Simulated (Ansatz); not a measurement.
CaSb$_{2}$Au$_{2}$, a known structure type with other elements, at an estimated volume

```
Au Ca Sb
1.0
     4.48943    0.00000    0.00000
    -2.24472    3.88796    0.00000
     0.00000    0.00000    7.54540
Au Ca Sb
2 1 2
Direct
  0.33330 0.66670 0.63070
  0.66670 0.33330 0.36930
  0.00000 0.00000 0.00000
  0.33330 0.66670 0.25710
  0.66670 0.33330 0.74290
```

Level: PBE, no spin polarisation; 420 eV; 9×9×5 Γ-centred mesh; fermi-dirac occupations (width 0.1 eV); Ansatz 0.2.0, fixed geometry.

- Forces: The largest is on Au1 (and as large on other atoms): 0.13 eV/Å, components (0.00, 0.00, 0.13). It makes 72° with the line to a nearest neighbour, Sb5 at 2.73 Å.
- At the Fermi level: It is a metal, with about 3.8 states/eV a cell as the mean within 0.25 eV of the Fermi level, mostly Sb p (66 %) and Au d (18 %).
- Charges: Bader charges in e: Ca +1.35, Sb -0.16, Au -0.52. In the mean Ca gives up most and Au takes most.
- Formation energy: -0.33 eV an atom against the elements' usual phases (free molecules for gases, crystals otherwise, with no correction for O₂ or N₂), so it is bound against them; other compounds may still compete. Relaxing would lower it.
- Contacts: Au–Sb at 2.73 Å: least valence density 0.40 e/Å³ and ELF 0.38 there. Ca–Sb at 3.24 Å: least valence density 0.12 e/Å³ and ELF 0.10 there. Ca–Au at 3.81 Å: least valence density 0.06 e/Å³ and ELF 0.08 there. Both are smooth PAW fields, read partly inside the augmentation spheres.

Origin: a known structure type with other elements, at an estimated volume, so it need not be a known compound.
